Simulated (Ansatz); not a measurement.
Here is the system:

Nb₂PC:
```yaml
crystal:
  lattice:
    - [3.26462, 0.00000, 0.00000]
    - [-1.63231, 2.82724, 0.00000]
    - [0.00000, 0.00000, 11.54558]
  atoms:
    - { symbol: Nb, position: [0.33333, 0.66667, 0.40008] }
    - { symbol: Nb, position: [0.66667, 0.33333, 0.59992] }
    - { symbol: Nb, position: [0.66667, 0.33333, 0.90008] }
    - { symbol: Nb, position: [0.33333, 0.66667, 0.09992] }
    - { symbol: P, position: [0.66667, 0.33333, 0.25000] }
    - { symbol: P, position: [0.33333, 0.66667, 0.75000] }
    - { symbol: C, position: [0.00000, 0.00000, 0.50000] }
    - { symbol: C, position: [0.00000, 0.00000, 0.00000] }
```

This is the PBEsol-relaxed structure. Cartesian axes are those of the cell as given.

Q: All from DFT-PBEsol in the program Ansatz with PAW potentials, unless another level is named. Predict the Hill bulk and shear moduli.

A: 242 and 151 GPa.

Q: Predict the elastic constants (relaxed ions, GPa).

A: C11 = 394, C12 = 125, C13 = 184, C33 = 413, C44 = 208.

Space group P6_3/mmc. The workflow started from a Materials Project entry (that database holds measured and hypothetical structures alike); the Crystallography Open Database copy checked does not list it. Its standing as an ambient phase is unchecked. The cell was relaxed with PBEsol under the symmetry of its start; its stability against distortions is not shown here. The run is not spin-polarised. As this level gives no gap, shear constants depend on the k-mesh and smearing (Fermi–Dirac, 0.1 eV here).

Potentials: the later of the program's two PAW sets.
